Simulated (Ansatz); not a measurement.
# A vibration from a frozen displacement in AlIr

These are results of DFT PBEsol, scalar-relativistic, plane waves, PAW (Ansatz), not measurements. Cutoff 420 eV, Γ-centred 16×16×16 k-points, Gaussian smearing of 0.15 eV. Spin–orbit coupling is left out, which matters for the heavy elements here. No spin polarisation. Energies are free energies at this smearing, counted from the undisturbed cell; pressure is positive in compression.

The undisturbed cell (as given, not relaxed at this level; it stands at -1.3 GPa, and it needn't be the usual structure):

```xyz
2
Lattice="2.9946 0.0000 0.0000 0.0000 2.9946 0.0000 0.0000 0.0000 2.9946" Properties=species:S:1:pos:R:3 pbc="T T T"
Al    0.0000    0.0000    0.0000
Ir    1.4973    1.4973    1.4973
```

Every Ir atom is moved by x along the Cartesian unit vector (0.000, 0.000, 1.000); the cell and all other atoms stay fixed. The cell's volume is 26.85 Å³; the moved atoms weigh 192.217 u together and the others 26.982 u. Some rows repeat others by symmetry and weren't run.

| x (Å) | ΔE (meV/cell) | total force on the moved atoms along the move (eV/Å) | pressure (GPa) |
| --- | --- | --- | --- |
| -0.3000 | 329.78 | 2.2204 | 6.4682 |
| -0.2625 | 251.87 | 1.9353 | 4.6729 |
| -0.2250 | 184.61 | 1.6522 | 3.1010 |
| -0.1875 | 127.92 | 1.3715 | 1.7598 |
| -0.1500 | 81.72 | 1.0933 | 0.6554 |
| -0.1125 | 45.90 | 0.8176 | -0.2078 |
| -0.0750 | 20.37 | 0.5438 | -0.8265 |
| -0.0375 | 5.09 | 0.2715 | -1.1986 |
| 0.0000 | 0.00 | 0.0000 | -1.3227 |
| 0.0375 | 5.09 | -0.2715 | -1.1986 |
| 0.0750 | 20.37 | -0.5438 | -0.8265 |
| 0.1125 | 45.90 | -0.8176 | -0.2078 |
| 0.1500 | 81.72 | -1.0933 | 0.6554 |
| 0.1875 | 127.92 | -1.3715 | 1.7598 |
| 0.2250 | 184.61 | -1.6522 | 3.1010 |
| 0.2625 | 251.87 | -1.9353 | 4.6729 |
| 0.3000 | 329.78 | -2.2204 | 6.4682 |

Question: What frequency belongs to this motion?

Answer: The force constant is k = −dF/dx = 7.240 eV/Å², from the parabola through x = -0.0375, 0 and 0.0375. In every cell the moved atoms swing against the rest, so the mass is μ = m₁m₂/(m₁ + m₂) = 23.660 u, and ν̃ = 521.5 cm⁻¹ × √(|k|/μ) = 288 cm⁻¹, at this cell's pressure of -1.3 GPa. To first order in x, and within 1 %, the force on every atom lies along the move and, within each of the two groups, in proportion to the atom's mass, so this is itself a mode at the zone centre of this cell.

Question: How far does the harmonic law reach?

Answer: At x = -0.300 Å, kx²/2 = 325.80 meV against the computed 329.78 meV (+1.2 %): the well is still close to harmonic there.

Question: The pressure changes with x². What does that say about the frequency under compression?

Answer: With E = k(V)x²/2, k ∝ V^(−2γ) and x scaling with the cell as V^(1/3), P − P0 = −∂E/∂V = (2γ − 2/3) ΔE/V. At x = 0.0750 Å, V(P − P0) = 26.85 × 0.49616 / 160.2 eV = 83.16 meV and ΔE = 20.37 meV, so γ = 1/3 + V(P − P0)/(2ΔE) = 2.37. This is the Grüneisen parameter of the motion under uniform scaling of the cell: shrinking the cell evenly by 1 % in volume raises the frequency by about 2.37 %.

In a metal these slopes depend on the k mesh and the smearing.